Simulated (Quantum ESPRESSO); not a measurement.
## Ti3W3LiCu (finding a planted mistake in a log)

Simulated, not a measurement. The program is pw.x of Quantum ESPRESSO 7.5 (plane-wave density functional theory). The cell is made up: eight metal atoms on a face-centred cubic lattice, with elements, volume, strain and displacements drawn at random and not relaxed, so it may be unstable or far from any real phase. PseudoDojo standard norm-conserving files set the functional (PBE unless stated); there is no spin polarisation or spin-orbit coupling, the Fermi-Dirac width of 0.25 eV means electrons at about 2900 K, and the masses in the input are unused placeholders. The copper pseudopotential is less sure than most, with forces differing by about three percent and pressure by about two GPa from a second method on plain copper. Heavy elements are run without spin-orbit coupling, which real alloys of them have. A spin test at this wide smearing found no moment, but such smearing suppresses magnetism that the real alloy may have.

Intended input:

```
&control calculation='scf', pseudo_dir='./dojo.nc.sr.pbe.v0_5.standard.upf', outdir='./o', disk_io='minimal', tprnfor=.true., tstress=.true. /
&system ibrav=0, nat=8, ntyp=4, nbnd=66, ecutwfc=92.02030273, nosym=.true., tot_charge=0,
 occupations='smearing', smearing='fd', degauss=0.0183746611
/
&electrons conv_thr=1.470e-08, electron_maxstep=70, mixing_beta=0.5 /
ATOMIC_SPECIES
Cu 1.0 Cu.upf
Li 1.0 Li.upf
Ti 1.0 Ti.upf
W 1.0 W.upf
CELL_PARAMETERS angstrom
0.0056 -1.9471 -1.9931
0.0649 3.7932 -3.8853
7.9814 0.0537 -0.076
ATOMIC_POSITIONS angstrom
Ti -0.0957 -0.0437 -0.02
W 4.0212 0.1941 -0.0319
W 0.1753 1.8352 -1.8338
W 4.0244 2.0314 -1.9407
Li 1.9446 0.1517 -1.9882
Ti 5.977 -0.0835 -2.0912
Ti 2.0982 1.8251 -3.9121
Cu 6.0796 1.6649 -3.9764
K_POINTS automatic
8 4 3 1 1 1
```

The log is shortened where brackets say so; the opening notice, blank lines, dates and the lines on written files are dropped, and the path of the files is cut. It prints rydbergs, bohrs and kilobars, and counts compression as positive stress. Its total energy is the free energy E - TS of the whole cell.

Log of the intended run:

```
     Program PWSCF v.7.5
     Parallel version (MPI & OpenMP), running on       4 processor cores
     Number of MPI processes:                 4
     Threads/MPI process:                     1
     [start-up lines left out]
     bravais-lattice index     =            0
     lattice parameter (alat)  =       5.2654  a.u.
     unit-cell volume          =     814.5512 (a.u.)^3
     number of atoms/cell      =            8
     number of atomic types    =            4
     number of electrons       =       100.00
     number of Kohn-Sham states=           66
     kinetic-energy cutoff     =      92.0203  Ry
     charge density cutoff     =     368.0812  Ry
     scf convergence threshold =      1.5E-08
     mixing beta               =       0.5000
     number of iterations used =            8  plain     mixing
     Exchange-correlation= PBE
                           (   1   4   3   4   0   0   0)
     [axes and pseudopotential details left out]
   Cartesian axes
     site n.     atom                  positions (alat units)
         1        Ti     tau(   1) = (  -0.0343462  -0.0156837  -0.0071779  )
         2        W      tau(   2) = (   1.4431848   0.0696613  -0.0114487  )
         3        W      tau(   3) = (   0.0629141   0.6586424  -0.6581399  )
         4        W      tau(   4) = (   1.4443332   0.7290574  -0.6965057  )
         5        Li     tau(   5) = (   0.6979054   0.0544442  -0.7135532  )
         6        Ti     tau(   6) = (   2.1451097  -0.0299677  -0.7505192  )
         7        Ti     tau(   7) = (   0.7530315   0.6550175  -1.4040294  )
         8        Cu     tau(   8) = (   2.1819323   0.5975227  -1.4271063  )
     number of k points=    48  Fermi-Dirac smearing, width (Ry)=  0.0184
                       cart. coord. in units 2pi/alat
        k(    1) = (   0.0573414   0.0007538  -0.0879498), wk =   0.0416667
        k(    2) = (  -0.1754272   0.0024096  -0.0902214), wk =   0.0416667
     [further k points left out]
     Dense  grid:    97095 G-vectors     FFT dimensions: (  36,  64,  96)
     Estimated max dynamical RAM per process >     320.69 MB
     Estimated total dynamical RAM >       1.18 GB
     Initial potential from superposition of free atoms
     starting charge      99.9888, renormalised to     100.0000
     Starting wfcs are   72 randomized atomic wfcs
     total cpu time spent up to now is        5.0 secs
     per-process dynamical memory:   248.4 Mb
     Self-consistent Calculation
     iteration #  1     ecut=    92.02 Ry     beta= 0.50
     Davidson diagonalization with overlap
     ethr =  1.00E-02,  avg # of iterations =  2.8
     total cpu time spent up to now is       16.0 secs
     total energy              =   -1177.85736478 Ry
     estimated scf accuracy    <      38.34272051 Ry
     iteration #  2     ecut=    92.02 Ry     beta= 0.50
     Davidson diagonalization with overlap
     ethr =  1.00E-02,  avg # of iterations =  4.7
     total cpu time spent up to now is       30.1 secs
     total energy              =   -1188.87471232 Ry
     estimated scf accuracy    <     222.41365159 Ry
     [iterations 3 to 25 left out]
     iteration # 26     ecut=    92.02 Ry     beta= 0.50
     Davidson diagonalization with overlap
     ethr =  1.32E-09,  avg # of iterations =  1.0
     total cpu time spent up to now is      270.5 secs
     total energy              =   -1204.68929132 Ry
     estimated scf accuracy    <       0.00000002 Ry
     iteration # 27     ecut=    92.02 Ry     beta= 0.50
     Davidson diagonalization with overlap
     ethr =  2.41E-11,  avg # of iterations =  6.2
     total cpu time spent up to now is      283.2 secs
     End of self-consistent calculation
     [lines on levels left out]
!    total energy              =   -1204.68929133 Ry
     estimated scf accuracy    <          4.0E-09 Ry
     smearing contrib. (-TS)   =      -0.12056564 Ry
     internal energy E=F+TS    =   -1204.56872568 Ry
     The total energy is F=E-TS. E is the sum of the following terms:
     one-electron contribution =    -526.65686485 Ry
     hartree contribution      =     307.19258658 Ry
     xc contribution           =    -202.00542524 Ry
     ewald contribution        =    -783.09902217 Ry
     convergence has been achieved in  27 iterations
     Forces acting on atoms (cartesian axes, Ry/au):
     atom    1 type  3   force =     0.00791135   -0.02950864    0.01842209
     atom    2 type  4   force =    -0.00579219   -0.04582961    0.01209568
     atom    3 type  4   force =    -0.05741013    0.03298914   -0.03824389
     atom    4 type  4   force =    -0.00344017   -0.02705107   -0.01873355
     atom    5 type  2   force =     0.04375657   -0.03861852    0.02902388
     atom    6 type  3   force =     0.01688560    0.03216392    0.01951086
     atom    7 type  3   force =    -0.00787863    0.03578441   -0.01588423
     atom    8 type  1   force =     0.00596760    0.04007038   -0.00619085
     Total force =     0.140419     Total SCF correction =     0.000230
     Computing stress (Cartesian axis) and pressure
          total   stress  (Ry/bohr**3)                   (kbar)     P=       79.01
   0.00079653  -0.00013781   0.00015149          117.17      -20.27       22.29
  -0.00013781   0.00039890  -0.00011060          -20.27       58.68      -16.27
   0.00015149  -0.00011060   0.00041588           22.29      -16.27       61.18
     init_run     :      4.66s CPU      4.86s WALL (       1 calls)
     electrons    :    277.64s CPU    278.29s WALL (       1 calls)
     forces       :      1.80s CPU      1.82s WALL (       1 calls)
     stress       :      6.06s CPU      6.20s WALL (       1 calls)
     [timing details left out]
     PWSCF        :   4m50.27s CPU   4m51.34s WALL
     JOB DONE.
```

A second run was made from an input with one planted mistake. Its log:

```
     Program PWSCF v.7.5
     Parallel version (MPI & OpenMP), running on       4 processor cores
     Number of MPI processes:                 4
     Threads/MPI process:                     1
     [start-up lines left out]
     bravais-lattice index     =            0
     lattice parameter (alat)  =       5.2654  a.u.
     unit-cell volume          =     814.5512 (a.u.)^3
     number of atoms/cell      =            8
     number of atomic types    =            5
     number of electrons       =       105.00
     number of Kohn-Sham states=           69
     kinetic-energy cutoff     =      92.0203  Ry
     charge density cutoff     =     368.0812  Ry
     scf convergence threshold =      1.5E-08
     mixing beta               =       0.5000
     number of iterations used =            8  plain     mixing
     Exchange-correlation= PBE
                           (   1   4   3   4   0   0   0)
     [axes and pseudopotential details left out]
   Cartesian axes
     site n.     atom                  positions (alat units)
         1        Ti     tau(   1) = (  -0.0343462  -0.0156837  -0.0071779  )
         2        Ag     tau(   2) = (   1.4431848   0.0696613  -0.0114487  )
         3        W      tau(   3) = (   0.0629141   0.6586424  -0.6581399  )
         4        W      tau(   4) = (   1.4443332   0.7290574  -0.6965057  )
         5        Li     tau(   5) = (   0.6979054   0.0544442  -0.7135532  )
         6        Ti     tau(   6) = (   2.1451097  -0.0299677  -0.7505192  )
         7        Ti     tau(   7) = (   0.7530315   0.6550175  -1.4040294  )
         8        Cu     tau(   8) = (   2.1819323   0.5975227  -1.4271063  )
     number of k points=    48  Fermi-Dirac smearing, width (Ry)=  0.0184
                       cart. coord. in units 2pi/alat
        k(    1) = (   0.0573414   0.0007538  -0.0879498), wk =   0.0416667
        k(    2) = (  -0.1754272   0.0024096  -0.0902214), wk =   0.0416667
     [further k points left out]
     Dense  grid:    97095 G-vectors     FFT dimensions: (  36,  64,  96)
     Estimated max dynamical RAM per process >     334.27 MB
     Estimated total dynamical RAM >       1.24 GB
     Initial potential from superposition of free atoms
     starting charge     104.9889, renormalised to     105.0000
     Starting wfcs are   72 randomized atomic wfcs
     total cpu time spent up to now is        5.1 secs
     per-process dynamical memory:   255.5 Mb
     Self-consistent Calculation
     iteration #  1     ecut=    92.02 Ry     beta= 0.50
     Davidson diagonalization with overlap
     ethr =  1.00E-02,  avg # of iterations =  3.8
     total cpu time spent up to now is       17.3 secs
     total energy              =   -1337.86135010 Ry
     estimated scf accuracy    <      36.20990979 Ry
     iteration #  2     ecut=    92.02 Ry     beta= 0.50
     Davidson diagonalization with overlap
     ethr =  1.00E-02,  avg # of iterations =  4.3
     total cpu time spent up to now is       31.5 secs
     total energy              =   -1351.24483050 Ry
     estimated scf accuracy    <     194.19587447 Ry
     [iterations 3 to 20 left out]
     iteration # 21     ecut=    92.02 Ry     beta= 0.50
     Davidson diagonalization with overlap
     ethr =  1.33E-09,  avg # of iterations =  3.8
     total cpu time spent up to now is      221.1 secs
     total energy              =   -1363.02655278 Ry
     estimated scf accuracy    <       0.00000056 Ry
     iteration # 22     ecut=    92.02 Ry     beta= 0.50
     Davidson diagonalization with overlap
     ethr =  5.29E-10,  avg # of iterations =  1.8
     total cpu time spent up to now is      230.0 secs
     End of self-consistent calculation
     [lines on levels left out]
!    total energy              =   -1363.02655282 Ry
     estimated scf accuracy    <          5.2E-09 Ry
     smearing contrib. (-TS)   =      -0.11690791 Ry
     internal energy E=F+TS    =   -1362.90964491 Ry
     The total energy is F=E-TS. E is the sum of the following terms:
     one-electron contribution =    -649.88312906 Ry
     hartree contribution      =     371.60172571 Ry
     xc contribution           =    -215.19225708 Ry
     ewald contribution        =    -869.43598448 Ry
     convergence has been achieved in  22 iterations
     Forces acting on atoms (cartesian axes, Ry/au):
     atom    1 type  4   force =     0.01108001   -0.02775821    0.01748903
     atom    2 type  1   force =    -0.02735344   -0.04539136    0.01665521
     atom    3 type  5   force =    -0.05939378    0.03529125   -0.03909749
     atom    4 type  5   force =     0.00850894   -0.00732529   -0.02902242
     atom    5 type  3   force =     0.05369943   -0.04238301    0.03153552
     atom    6 type  4   force =     0.00742197    0.04145523    0.00762132
     atom    7 type  4   force =     0.00020827    0.01485728   -0.00166502
     atom    8 type  2   force =     0.00582860    0.03125412   -0.00351615
     Total force =     0.142506     Total SCF correction =     0.000303
     Computing stress (Cartesian axis) and pressure
          total   stress  (Ry/bohr**3)                   (kbar)     P=       98.06
   0.00070683   0.00003128   0.00000022          103.98        4.60        0.03
   0.00003128   0.00070116  -0.00033923            4.60      103.14      -49.90
   0.00000022  -0.00033923   0.00059180            0.03      -49.90       87.06
     init_run     :      4.53s CPU      4.73s WALL (       1 calls)
     electrons    :    219.78s CPU    224.95s WALL (       1 calls)
     forces       :      1.66s CPU      1.68s WALL (       1 calls)
     stress       :      5.97s CPU      5.97s WALL (       1 calls)
     [timing details left out]
     PWSCF        :   3m52.28s CPU   3m57.73s WALL
     JOB DONE.
```

Question: the log repeats what the program read. Compare it with the intended run: what was wrong in the second input?

Answer: one atom is of a wrong element. The input lines that differ:

```
- &system ibrav=0, nat=8, ntyp=4, nbnd=66, ecutwfc=92.02030273, nosym=.true., tot_charge=0,
+ &system ibrav=0, nat=8, ntyp=5, nbnd=69, ecutwfc=92.02030273, nosym=.true., tot_charge=0,
+ Ag 1.0 Ag.upf
- W 4.0212 0.1941 -0.0319
+ Ag 4.0212 0.1941 -0.0319
```

|  | intended run | run with the mistake |
| --- | --- | --- |
| free energy (eV) | -16390.633 | -18544.921 |
| entropy term -TS, part of it (eV) | -1.640 | -1.591 |
| pressure (GPa) | 7.90 | 9.81 |
| size of the largest force component (eV/Å) | 1.476 | 1.527 |
| largest change of a force component (eV/Å) |  | 0.554 |
| iterations | 27 | 22 |

For scale, a rerun of the intended cell at a higher cutoff and on a denser mesh moved values by no more than 0.009 eV in energy, 0.16 GPa in stress and 0.017 eV/Å in force, and a second program with other atomic files agreed on that cell to 2 % rms in force and 0.5 GPa in pressure. Files of another functional or element have another zero of energy, so the energy change says nothing on stability. The number of bands, nbnd, was set by rule from the electron count, so it follows the mistake.